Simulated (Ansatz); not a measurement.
# Kick test of a cell of Al₃Co₂Ni

It was reached by relaxing an invented guess, and it needn't be the stable form of this composition.

These are results of DFT PBE, scalar-relativistic, plane waves, PAW in Ansatz, not measurements. Cutoff 420 eV; k points 12×12×8 on the computed 6-atom cell (Γ-centred); Gaussian smearing, width 0.10 eV; collinear spin from starting moments 0.0 0.0 0.0 0.7 0.7 0.3 μB.

The cell below (6 atoms, space group P-3m1 (No. 164)) is relaxed within its symmetry.

```
Al Co Ni
1.0
     4.06317    0.00000    0.00000
    -2.03159    3.51881    0.00000
     0.00000    0.00000    4.97163
Al Co Ni
3 2 1
Cartesian
  0.0000 0.0000 0.0000
  2.0316 1.1729 1.6386
  0.0000 2.3459 3.3331
  2.0316 1.1729 4.1389
  0.0000 2.3459 0.8327
  0.0000 0.0000 2.4858
```

For the test a repeat of it with 12 atoms (edges 4.06, 4.97, 7.04 Å) was strained at random (σ = 1.5 % a component), the atoms were moved at random (σ = 0.05 Å), and all was relaxed again on a coarse 6×4×4 mesh (in the run’s order of axes) with 0.20 eV smearing, with no symmetry imposed.

Another magnetic order may lie lower.

Problem. What happens?

Solution. It returns, within 1 meV/atom of the unmoved cell on that mesh and with the same symmetry when read at 0.1 Å (C2/m at 0.01 Å, so small strains and shifts remain). No instability shows in this cell; modes of other wave vectors, which need another repeat, aren't tested.
